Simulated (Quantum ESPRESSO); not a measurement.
# Si2GaO5F: input and log of a self-consistent run

Simulated, not a measurement. The program is pw.x of Quantum ESPRESSO 7.5 (plane-wave density functional theory). The cell is made up: 9 atoms on a quartz lattice, with randomly drawn elements, strain and displacements, not relaxed. PseudoDojo standard norm-conserving files (v0.5 for PBE, v0.4.1 for LDA and PBEsol) set the functional; there is no spin polarisation, spin-orbit coupling or dispersion term, and the masses in the input are unused placeholders.

Input:

```
&control calculation='scf', pseudo_dir='./dojo.nc.sr.pbe.v0_5.standard.upf', outdir='./o', disk_io='medium', tprnfor=.true., tstress=.true. /
&system ibrav=0, nat=9, ntyp=4, nbnd=35, ecutwfc=84.00895049, nosym=.true., tot_charge=0,
 occupations='smearing', smearing='fd', degauss=0.0018374661
/
&electrons conv_thr=7.350e-09, electron_maxstep=60, /
ATOMIC_SPECIES
F 1.0 F.upf
Ga 1.0 Ga.upf
O 1.0 O.upf
Si 1.0 Si.upf
CELL_PARAMETERS angstrom
5.0567 -0.0831 -0.0208
-2.6003 4.3628 0.0441
-0.0228 0.0427 5.5865
ATOMIC_POSITIONS angstrom
Si 2.3471 -0.0029 3.6759
Ga -1.2145 2.1193 1.8943
Si 1.3563 2.2844 0.0279
O 1.3845 1.1449 4.4025
O 3.2763 0.5913 2.5448
O 2.7452 2.5035 0.6568
F 0.2539 1.7917 1.2077
O -1.1973 3.203 3.0489
O 0.7565 3.6799 4.9397
K_POINTS automatic
5 5 4 1 1 1
```

The log is shortened where brackets say so; the opening notice, blank lines, dates and the lines on written files are dropped, and the path of the files is cut. It prints rydbergs, bohrs and kilobars, and counts compression as positive stress. With no partly filled state, the Fermi energy that it prints is only some level between the filled and the empty states on the mesh, and need not lie in the true gap.

```
     Program PWSCF v.7.5
     Parallel version (MPI & OpenMP), running on       1 processor cores
     Number of MPI processes:                 1
     Threads/MPI process:                     1
     [start-up lines left out]
     bravais-lattice index     =            0
     lattice parameter (alat)  =       9.5571  a.u.
     unit-cell volume          =     823.4958 (a.u.)^3
     number of atoms/cell      =            9
     number of atomic types    =            4
     number of electrons       =        58.00
     number of Kohn-Sham states=           35
     kinetic-energy cutoff     =      84.0090  Ry
     charge density cutoff     =     336.0358  Ry
     scf convergence threshold =      7.3E-09
     mixing beta               =       0.7000
     number of iterations used =            8  plain     mixing
     Exchange-correlation= PBE
                           (   1   4   3   4   0   0   0)
     [axes and pseudopotential details left out]
   Cartesian axes
     site n.     atom                  positions (alat units)
         1        Si     tau(   1) = (   0.4640899  -0.0005734   0.7268323  )
         2        Ga     tau(   2) = (  -0.2401419   0.4190472   0.3745582  )
         3        Si     tau(   3) = (   0.2681799   0.4516923   0.0055166  )
         4        O      tau(   4) = (   0.2737559   0.2263800   0.8705022  )
         5        O      tau(   5) = (   0.6478197   0.1169172   0.5031809  )
         6        O      tau(   6) = (   0.5428058   0.4950147   0.1298684  )
         7        F      tau(   7) = (   0.0502034   0.3542712   0.2387974  )
         8        O      tau(   8) = (  -0.2367410   0.6333262   0.6028561  )
         9        O      tau(   9) = (   0.1495820   0.7276232   0.9767222  )
     number of k points=    50  Fermi-Dirac smearing, width (Ry)=  0.0018
                       cart. coord. in units 2pi/alat
        k(    1) = (   0.1033749   0.1764002   0.1122354), wk =   0.0400000
        k(    2) = (   0.1042772   0.1746501   0.3385759), wk =   0.0400000
     [further k points left out]
     Dense  grid:    85617 G-vectors     FFT dimensions: (  60,  60,  64)
     Estimated max dynamical RAM per process >     115.60 MB
     Initial potential from superposition of free atoms
     starting charge      57.9961, renormalised to      58.0000
     Starting wfcs are   41 randomized atomic wfcs
     total cpu time spent up to now is       16.9 secs
     per-process dynamical memory:    70.8 Mb
     Self-consistent Calculation
     iteration #  1     ecut=    84.01 Ry     beta= 0.70
     Davidson diagonalization with overlap
     ethr =  1.00E-02,  avg # of iterations =  3.1
     total cpu time spent up to now is       55.6 secs
     total energy              =    -384.02564323 Ry
     estimated scf accuracy    <       2.38314501 Ry
     iteration #  2     ecut=    84.01 Ry     beta= 0.70
     Davidson diagonalization with overlap
     ethr =  4.11E-03,  avg # of iterations =  2.0
     total cpu time spent up to now is       96.9 secs
     total energy              =    -384.70831372 Ry
     estimated scf accuracy    <       1.70497283 Ry
     iteration #  3     ecut=    84.01 Ry     beta= 0.70
     Davidson diagonalization with overlap
     ethr =  2.94E-03,  avg # of iterations =  2.0
     total cpu time spent up to now is      134.7 secs
     total energy              =    -385.01971980 Ry
     estimated scf accuracy    <       0.02045331 Ry
     iteration #  4     ecut=    84.01 Ry     beta= 0.70
     Davidson diagonalization with overlap
     ethr =  3.53E-05,  avg # of iterations =  8.9
     total cpu time spent up to now is      193.2 secs
     total energy              =    -385.02841065 Ry
     estimated scf accuracy    <       0.00794691 Ry
     iteration #  5     ecut=    84.01 Ry     beta= 0.70
     Davidson diagonalization with overlap
     ethr =  1.37E-05,  avg # of iterations =  2.0
     total cpu time spent up to now is      226.2 secs
     total energy              =    -385.02909678 Ry
     estimated scf accuracy    <       0.00118655 Ry
     [iterations 6 to 7 left out]
     iteration #  8     ecut=    84.01 Ry     beta= 0.70
     Davidson diagonalization with overlap
     ethr =  1.08E-08,  avg # of iterations =  4.0
     total cpu time spent up to now is      355.5 secs
     total energy              =    -385.02921130 Ry
     estimated scf accuracy    <       0.00000272 Ry
     iteration #  9     ecut=    84.01 Ry     beta= 0.70
     Davidson diagonalization with overlap
     ethr =  4.70E-09,  avg # of iterations =  2.0
     total cpu time spent up to now is      392.7 secs
     total energy              =    -385.02921171 Ry
     estimated scf accuracy    <       0.00000015 Ry
     iteration # 10     ecut=    84.01 Ry     beta= 0.70
     Davidson diagonalization with overlap
     ethr =  2.58E-10,  avg # of iterations =  2.7
     total cpu time spent up to now is      433.7 secs
     total energy              =    -385.02921177 Ry
     estimated scf accuracy    <       0.00000003 Ry
     iteration # 11     ecut=    84.01 Ry     beta= 0.70
     Davidson diagonalization with overlap
     ethr =  5.56E-11,  avg # of iterations =  2.0
     total cpu time spent up to now is      467.0 secs
     total energy              =    -385.02921177 Ry
     estimated scf accuracy    <          7.9E-09 Ry
     iteration # 12     ecut=    84.01 Ry     beta= 0.70
     Davidson diagonalization with overlap
     ethr =  1.36E-11,  avg # of iterations =  2.0
     total cpu time spent up to now is      503.5 secs
     End of self-consistent calculation
          k = 0.1034 0.1764 0.1122 ( 10702 PWs)   bands (ev):
   -23.2269 -15.8251 -15.1500 -14.6452 -14.3465 -14.2328 -10.2018  -9.6792
    -9.6280  -9.5146  -9.2996  -6.6041  -4.8811  -3.8756  -3.5910  -2.9338
    -2.2287  -1.3658  -0.9578   0.1804   0.6098   0.7211   1.1080   1.4535
     1.6135   1.8593   2.2063   2.4535   2.8203   7.8952  11.2480  11.5441
    11.9972  12.2629  12.9786
     [levels at the other k points left out]
     the Fermi energy is     4.2370 ev
!    total energy              =    -385.02921177 Ry
     estimated scf accuracy    <          2.2E-10 Ry
     smearing contrib. (-TS)   =       0.00000000 Ry
     internal energy E=F+TS    =    -385.02921177 Ry
     The total energy is F=E-TS. E is the sum of the following terms:
     one-electron contribution =    -246.82134724 Ry
     hartree contribution      =     158.93765189 Ry
     xc contribution           =    -102.17405371 Ry
     ewald contribution        =    -194.97146272 Ry
     convergence has been achieved in  12 iterations
     Forces acting on atoms (cartesian axes, Ry/au):
     atom    1 type  4   force =    -0.01233565   -0.03827073    0.05033586
     atom    2 type  2   force =    -0.14985107   -0.08440060   -0.04845029
     atom    3 type  4   force =     0.00403284   -0.01540111   -0.16255029
     atom    4 type  3   force =    -0.00419617    0.01617414    0.05041343
     atom    5 type  3   force =    -0.02704415   -0.12850220    0.03612682
     atom    6 type  3   force =    -0.03978586    0.04230211   -0.06983698
     atom    7 type  1   force =     0.23605756   -0.05958765   -0.11614419
     atom    8 type  3   force =     0.04068974    0.26398542    0.26744276
     atom    9 type  3   force =    -0.04756724    0.00370063   -0.00733713
     Total force =     0.557078     Total SCF correction =     0.000041
     Computing stress (Cartesian axis) and pressure
          total   stress  (Ry/bohr**3)                   (kbar)     P=      156.85
   0.00124149   0.00013001  -0.00017670          182.63       19.12      -25.99
   0.00013001   0.00091114   0.00023959           19.12      134.03       35.25
  -0.00017670   0.00023959   0.00104617          -25.99       35.25      153.90
     init_run     :     15.74s CPU     16.78s WALL (       1 calls)
     electrons    :    462.96s CPU    486.61s WALL (       1 calls)
     forces       :      5.69s CPU      5.77s WALL (       1 calls)
     stress       :     23.12s CPU     23.26s WALL (       1 calls)
     [timing details left out]
     PWSCF        :   8m27.97s CPU   8m53.38s WALL
     JOB DONE.
```

In other units: free energy -5238.589 eV for the cell, pressure 15.69 GPa, largest force component 6.876 eV/Å. A rerun of this cell at a cutoff of 1437 eV and k mesh 7 x 7 x 6 moved values by no more than 0.003 eV in energy, 0.02 GPa in stress and 0.003 eV/Å in force.